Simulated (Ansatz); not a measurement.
This run works on a proposed trial structure, not on a known crystal.

Input and command of a plane-wave DFT calculation in Ansatz:

```yaml
crystal:
  lattice:
    - [0.0078138588, -0.0708220099, 4.0743663288]
    - [-4.103649341, 0.0186280622, -0.0078235639]
    - [2.0822079704, -6.7469962889, 0.1195694909]
  atoms:
    - { symbol: Sr, position: [-0.0111954006, 1.0225960029, 0.9965430238] }
    - { symbol: Hf, position: [0.4974140372, 0.6234775693, 0.3152856195] }
    - { symbol: Hf, position: [0.5237048931, 0.3187309645, 0.6719225387] }
    - { symbol: O, position: [-0.0257408971, 0.657687029, 0.2915382118] }
    - { symbol: O, position: [0.4682371717, 0.2036965455, 0.326916473] }
    - { symbol: O, position: [0.5429176632, 0.8023636173, 0.6450307345] }
    - { symbol: O, position: [0.0088077491, 0.376776801, 0.7498510952] }
    - { symbol: O, position: [0.4958547834, 0.4946714704, 1.0029123035] }
basis:
  ecutwfc: 420
kpoints:
  mp_grid: { grid: [4, 4, 4] }
hamiltonian:
  xc: pbe
scf:
  occupations: { method: gaussian, width: 0.1 }
  lower_state_search: "off"
output:
  forces: true
  stress: true
  eigenvalues: true
relax:
  adjacent_minimum: "off"
  f_tol: 0.025
  max_steps: 60
  cell: { stress_tol: 0.25 }
```

```bash
ansatz run input.yaml --threads 1 --pin off --max-ram 2560MiB --backend cpu --events-out ev --progress --plain --runs-dir out
```

Processor: AMD EPYC 9R45 96-Core Processor (Zen 5), 1 thread, on a host shared with other jobs.

**Question.** How long does it run, and how much memory does it take?

**Answer.** About 69 s, peak memory 0.53 GiB. It solves 56 bands at 36 k points (after reduction by symmetry) with about 2205 plane waves (on the last cell), in 59 SCF iterations over 8 ionic steps.
